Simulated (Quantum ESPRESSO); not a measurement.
# Strain and stress in Ga4SiP3

The results below are calculated, not measured. They come from pw.x of Quantum ESPRESSO 7.5, a plane-wave density functional program, with PseudoDojo standard norm-conserving files (v0.5 for PBE, v0.4.1 for LDA and PBEsol). The cells are made up: elements, strain and atom displacements were drawn at random, and nothing was relaxed. There is no spin polarisation, spin-orbit coupling or dispersion term.

The cell has 8 sites of a zincblende or diamond lattice. Sites 1 to 4 hold Ga Ga Ga Ga; sites 5 to 8 hold Si P P P. Cell vectors in Å: (5.422, -0.027, -0.001); (-0.027, 5.420, -0.028); (-0.001, -0.028, 5.464). Settings: PBE, cutoff 1088 eV, 6 x 6 x 6 k mesh shifted by half a step, Fermi-Dirac smearing of 0.1 eV.

Each run adds a shear xy (given as the tensor component) to one cell, with the atoms carried along; the vectors above are those of run 4. Stress is positive in tension and P is minus a third of its trace. E is the free energy for each atom above the lowest run shown.

```
run  strain (%)  s_xx (GPa)  s_yy (GPa)  s_zz (GPa)  s_xy (GPa)  P (GPa)  E (meV/atom)
  1       -2.15       -7.36       -5.72       -7.41       -4.21     6.83         12.69
  2       -1.27       -7.28       -5.65       -7.21       -2.66     6.71          4.89
  3       -0.58       -7.26       -5.65       -7.12       -1.46     6.68          1.21
  4       -0.13       -7.27       -5.67       -7.09       -0.67     6.68          0.01
  5        0.62       -7.30       -5.74       -7.09        0.64     6.71          0.00
  7        1.82       -7.45       -5.94       -7.23        2.75     6.87          5.34
  6        1.30           ?           ?           ?           ?        ?             ?
```

A rerun of one of these cells at 1377 eV and k mesh 8 x 8 x 8 moved values by no more than 0.006 eV in the cell's energy, 0.05 GPa in stress and 0.009 eV/Å in force.

## Worked fit

A parabola through the six runs shown gives s_xy = -0.44 + 1.75 e + 0.001 e² GPa, with e in per cent and a scatter of 0.01 GPa. The slope is a stiffness of 175 ± 1 GPa for each unit of this strain at e = 0, twice a shear constant under the stress shown, since the tensor component is half the shear angle. The atoms are clamped, and relaxing them would in general lower it. The error is the larger of the fit's own and the change that a cubic makes, rounded up.

## Withheld run

Question: what s_xy should run 6 give?

The fit gives 1.84 GPa. The calculation gave 1.83 GPa.

| run | strain (%) | s_xx (GPa) | s_yy (GPa) | s_zz (GPa) | s_xy (GPa) | P (GPa) | E (meV/atom) |
| --- | --- | --- | --- | --- | --- | --- | --- |
| 6 | 1.30 | -7.37 | -5.84 | -7.15 | 1.83 | 6.79 | 2.20 |